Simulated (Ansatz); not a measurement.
## ScCu: moving Sc off its site

ScCu, Pm-3m, a = 3.256 Å (as given, not relaxed at this level: -3.9 GPa). The structure is a COD entry; whether it is the stable form wasn't checked. Ansatz: PBEsol, PAW, 420 eV, Γ-centred 14×14×14 mesh on 2 atoms, Gaussian smearing 0.15 eV; no spin polarisation.

```
Sc Cu
1.0
     3.25600    0.00000    0.00000
     0.00000    3.25600    0.00000
     0.00000    0.00000    3.25600
Sc Cu
1 1
Direct
  0.50000 0.50000 0.50000
  0.00000 0.00000 0.00000
```

Atom 1 (Sc) moves by x along the unit vector (0.000, 0.000, 1.000), with its periodic images; all else is held. y is the free energy of the cell over the start, F the force along the path summed over the moved atoms. Symmetry makes y even in x.

```tsv
x (Å)	y (meV)	F (eV/Å)
-0.1000	15.27	0.31
-0.0500	3.81	0.15
0.0000	0.00	0.00
0.0125	0.24	-0.04
0.0250	?	?
0.0375	2.14	-0.11
0.0625	5.96	-0.19
0.0750	8.58	-0.23
0.0875	11.68	-0.27
```

Question: Fit y = c2 x² + c4 x⁴ to the energies of the other rows, give the force constant, and predict energy and force of the missing row.

Answer: Least squares on the rows shown. y = 1523.3 x² + 355.01 x⁴. The force constant is 2 c2 = 3.05 eV/Å², for the cell as given, at -3.9 GPa (for all images moving together, not for a lone atom). With two atoms in a cubic cell this is the optical mode at Γ (in a metal it hangs on mesh and smearing): ω = 521.5 √(2 c2/μ) = 177 cm⁻¹ for μ = 26.33 u. The force −dy/dx at the missing row is -0.08 eV/Å (computed -0.08). At x = 0.0250 the fit asked for gives 0.95 meV. The run gave 0.95 meV, the same to the digits shown.